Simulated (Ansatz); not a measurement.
Input file for Ansatz (a program for electronic structure):

Ansatz 0.2 input:
```yaml
crystal:
  lattice:
    - [0.0, 3.0436280577, 3.0436280577]
    - [3.0436280577, 0.0, 3.0436280577]
    - [3.0436280577, 3.0436280577, 0.0]
  atoms:
    - { symbol: In, position: [0.25, 0.25, 0.25] }
    - { symbol: As, position: [0.0, 0.0, 0.0] }
kpoints:
  mp_grid: { grid: [6, 6, 6] }
hamiltonian:
  xc: hse06
  pseudopotentials: { azcp: { folder: ./paw }, kind: paw }
scf:
  n_extra_bands: 6
  occupations: { method: gaussian, width: 0.02 }
output:
  eigenvalues: true
  eigenstates:
    e_range: [-9.0, 8.0]
    kpoints:
      - [0.0, 0.0, 0.0]  # GAMMA
      - [0.5, 0.0, 0.5]  # X
      - [0.5, 0.5, 0.5]  # L
      - [0.5, 0.25, 0.75]  # W
      - [0.375, 0.375, 0.75]  # K
      - [0.625, 0.25, 0.625]  # U
```

Output (shortened):

```
Pseudopotential: In, paw, valence charge 13
Pseudopotential: As, paw, valence charge 15
Functional definition: HSE06
Crystal: 2 atoms, lattice volume = 56.390 Å³
Basis set: ecut = 420 eV, 1067 PW (Γ)
Bands: 20, of which v1, the nominal top of the filled ones, is band 14 counted from 1 (13 counted from 0)
Symmetry: 24 space group operations
Space group: F-43m (ITA 216), of the structure as read, at distance tolerance 3.8e-5 Å
k-points: 16 of 216 (time reversal used)
SCF iter   1: F=—  HF=-10454.551842 eV  |F-HF|=—  |Δ(HF+E_count)|=         —  Δρ=2.97e-2  dr2=3.95e-1  ethr=1.00e-1  ⟨swp⟩=7.4  Hψ=1002  notcnv=0
preconditioner: auto → none
SCF iter   2: F=—  HF=-10454.512378 eV  |F-HF|=—  |Δ(HF+E_count)|=   3.95e-2  Δρ=1.30e-2  dr2=7.01e-2  ethr=1.41e-3  ⟨swp⟩=4.2  Hψ=776  notcnv=0  defer=8
iter 3 solved again at ethr=4.54e-6 eV; its pass at ethr=2.50e-4 eV (dr2=1.27e-3 eV) is discarded
SCF iter   3: F=—  HF=-10454.506436 eV  |F-HF|=—  |Δ(HF+E_count)|=   5.94e-3  Δρ=1.68e-3  dr2=1.08e-3  ethr=4.54e-6  ⟨swp⟩=4.8  Hψ=1792  notcnv=0  defer=10
SCF iter   4: F=—  HF=-10454.506529 eV  |F-HF|=—  |Δ(HF+E_count)|=   9.25e-5  Δρ=4.33e-4  dr2=3.94e-5  ethr=3.86e-6  ⟨swp⟩=3.6  Hψ=723  notcnv=0  defer=7
SCF iter   5: F=—  HF=-10454.506590 eV  |F-HF|=—  |Δ(HF+E_count)|=   6.14e-5  Δρ=8.03e-5  dr2=5.71e-6  ethr=1.41e-7  ⟨swp⟩=4.4  Hψ=926  notcnv=0  defer=5
SCF iter   6: F=—  HF=-10454.506581 eV  |F-HF|=—  |Δ(HF+E_count)|=   9.11e-6  Δρ=2.47e-5  dr2=3.55e-7  ethr=2.04e-8  ⟨swp⟩=4.3  Hψ=795  notcnv=0  defer=5
SCF iter   7: F=—  HF=-10454.506581 eV  |F-HF|=—  |Δ(HF+E_count)|=   1.04e-7  Δρ=5.48e-6  dr2=1.63e-8  ethr=1.27e-9  ⟨swp⟩=3.3  Hψ=620  notcnv=0  defer=4
SCF iter   8: F=—  HF=-10454.506581 eV  |F-HF|=—  |Δ(HF+E_count)|=   1.02e-8  Δρ=2.00e-6  dr2=1.98e-9  ethr=5.84e-11  ⟨swp⟩=4.0  Hψ=761  notcnv=0  defer=4
SCF iter   9: F=-10454.506581 eV  HF=-10454.506581 eV  |F-HF|=1.13e-10  |Δ(HF+E_count)|=  4.66e-10  Δρ=3.33e-7  dr2=5.36e-11  ethr=7.08e-12  ⟨swp⟩=3.4  Hψ=716  notcnv=0
SCF 1 converged in 9 iterations: F = -10454.506581 eV  dr2 = 5.36e-11
Crystal: 2 atoms, lattice volume = 56.390 Å³
Exchange kernel: α = 0.2500, screened, ω = 0.2079 Å⁻¹, Wigner–Seitz truncation, v(0) = 1046.8374 eV·Å³, q-mesh 6×6×6, nearest image of the exchange supercell L …
Frozen-core exchange: fock
iter 1 solved again at ethr=2.97e-5 eV; its pass at ethr=1.00e-1 eV (dr2=8.30e-3 eV) is discarded
SCF iter   1: F=—  HF=-10459.726759 eV  |F-HF|=—  |Δ(HF+E_count)|=         —  Δρ=5.57e-3  dr2=9.85e-3  ethr=2.97e-5  ⟨swp⟩=5.2  Hψ=1897  notcnv=0
preconditioner: auto → none
SCF iter   2: F=—  HF=-10459.726802 eV  |F-HF|=—  |Δ(HF+E_count)|=   4.31e-5  Δρ=2.80e-3  dr2=2.04e-3  ethr=2.97e-5  ⟨swp⟩=3.8  Hψ=896  notcnv=0
SCF iter   3: F=—  HF=-10459.726893 eV  |F-HF|=—  |Δ(HF+E_count)|=   9.05e-5  Δρ=7.70e-4  dr2=1.79e-4  ethr=7.19e-6  ⟨swp⟩=3.3  Hψ=756  notcnv=0
SCF iter   4: F=—  HF=-10459.726881 eV  |F-HF|=—  |Δ(HF+E_count)|=   1.22e-5  Δρ=2.41e-4  dr2=1.94e-5  ethr=6.37e-7  ⟨swp⟩=3.7  Hψ=753  notcnv=0
SCF iter   5: F=-10459.726867 eV  HF=-10459.726868 eV  |F-HF|=9.62e-7  |Δ(HF+E_count)|=   1.24e-5  Δρ=3.34e-5  dr2=6.78e-7  ethr=6.90e-8  ⟨swp⟩=3.0  Hψ=710  notcnv=0
SCF 2 stopped early in 5 iterations: F = -10459.726867 eV  dr2 = 6.78e-7
hybrid outer 1: dexx = +9.572e-3 eV, tail = 3.89e-5 eV
Crystal: 2 atoms, lattice volume = 56.390 Å³
Exchange kernel: α = 0.2500, screened, ω = 0.2079 Å⁻¹, Wigner–Seitz truncation, v(0) = 1046.8374 eV·Å³, q-mesh 6×6×6, nearest image of the exchange supercell L …
Frozen-core exchange: fock
SCF iter   1: F=—  HF=-10459.727052 eV  |F-HF|=—  |Δ(HF+E_count)|=         —  Δρ=7.27e-5  dr2=1.49e-6  ethr=6.94e-7  ⟨swp⟩=4.6  Hψ=753  notcnv=0
preconditioner: auto → none
SCF iter   2: F=—  HF=-10459.727052 eV  |F-HF|=—  |Δ(HF+E_count)|=   5.67e-7  Δρ=3.48e-5  dr2=4.04e-7  ethr=5.02e-9  ⟨swp⟩=4.0  Hψ=896  notcnv=0
SCF iter   3: F=-10459.727052 eV  HF=-10459.727052 eV  |F-HF|=6.57e-8  |Δ(HF+E_count)|=   3.47e-8  Δρ=7.86e-6  dr2=8.86e-8  ethr=1.43e-9  ⟨swp⟩=3.1  Hψ=608  notcnv=0  defer=1
SCF 3 converged in 3 iterations: F = -10459.727052 eV  dr2 = 8.86e-8
hybrid outer 2: dexx = +5.290e-7 eV, tail = 1.97e-7 eV, Δε = 4.07e-3 eV (about 4.42e-4 eV left of the loop's levels)
NSCF: frozen V_eff on 6 k-points
hybrid SCF converged: 2 outer / 8 inner (+9 warm-up), last move |dexx| = 5.29e-7 eV, tail = 1.97e-7 eV
Stability not checked (fock_operator)
Free energy (F): -10459.727052 eV
Frozen-core exchange: fock
Harris-Foulkes:  -10459.727052 eV  (|F-HF|=6.57e-8)
Internal energy: -10459.727052 eV  (E = F + TS)
E sigma→0 (E₀):  -10459.727052 eV
Fermi energy:    7.240748 eV
--- Per-component energies (eV) ---
  E_band       = -389.292904
  E_kinetic    = 315.883963
  E_local      = -3503.482852  (includes V_loc(G=0)·N_el)
  E_nonlocal   = -68.774890
  E_hartree    = 1744.250951
  E_xc         = -170.975859
  E_vxc        = -130.574387  (∫ρ·V_xc dr)
  E_exx        = -93.563313  (= α·E_x^exact, valence–valence)
  E_paw        = -6176.301450  (= ΣΔE_a)
  E_vpaw       = -303.709304  (= ΣTr[D̂ρ^β])
  E_aug_tail   = 0.000166  (compensation charges beyond the density's cutoff)
  E_ewald      = -2506.514758
  E_core_change = -0.249009  (= ΣΔE_core)
  E_smearing   =  0.000000  (= −TS)
  E_closure    =  0.000000  (closes the sum)
  Σ components = -10459.727052   (vs F -10459.727052, Δ=0.00e0)
  [band-id]    e_kinetic+e_local+e_nonlocal+2·e_hartree+e_vxc+2·e_exx+e_vpaw+e_augmentation_tail = -389.282030   (vs E_band -389.292904, Δ=1.09e-2)
--- Band table (eV; the first three rows and the last of 16) ---
  k-point 0: bands = ["-31.3762", "-31.3762", "-31.3762", "-31.3680", "-31.3680", "-9.1095", "-9.1095", "-9.1095", "-8.9812", "-8.9812", "-5.8558", "7.0301", "7.0301", "7.0301", "7.4503", "11.6823", "11.6823", "11.6823", "15.3817", "17.6195"]
  k-point 1: bands = ["-31.3762", "-31.3762", "-31.3762", "-31.3680", "-31.3680", "-9.1364", "-9.1003", "-9.1003", "-8.9814", "-8.9814", "-5.5597", "4.4888", "6.7054", "6.7054", "8.8859", "12.0773", "12.1483", "12.1483", "16.4673", "16.4673"]
  k-point 2: bands = ["-31.3762", "-31.3761", "-31.3761", "-31.3679", "-31.3679", "-9.1869", "-9.0847", "-9.0847", "-8.9784", "-8.9784", "-4.8187", "2.0052", "6.1972", "6.1972", "8.7864", "12.5200", "12.5200", "14.0170", "16.0101", "16.9936"]
  k-point 15: bands = ["-31.3763", "-31.3760", "-31.3759", "-31.3679", "-31.3677", "-9.2511", "-9.0536", "-9.0375", "-9.0020", "-8.9698", "-3.6872", "0.9156", "4.0571", "4.1430", "10.7729", "11.2082", "14.3350", "14.8696", "17.8446", "19.7535"]
```

Cost: around 60 core-seconds (rough) on shared cores.

Symmetry was held in the PBEsol relaxation. Spin–orbit coupling is left out wherever it is not named.

Potentials: the earlier of the program's two PAW sets. The files were generated under PBE; for other functionals the program regenerates the frozen cores, and for LDA and PBEsol the local potential too.

Ansatz is a plane-wave DFT program.
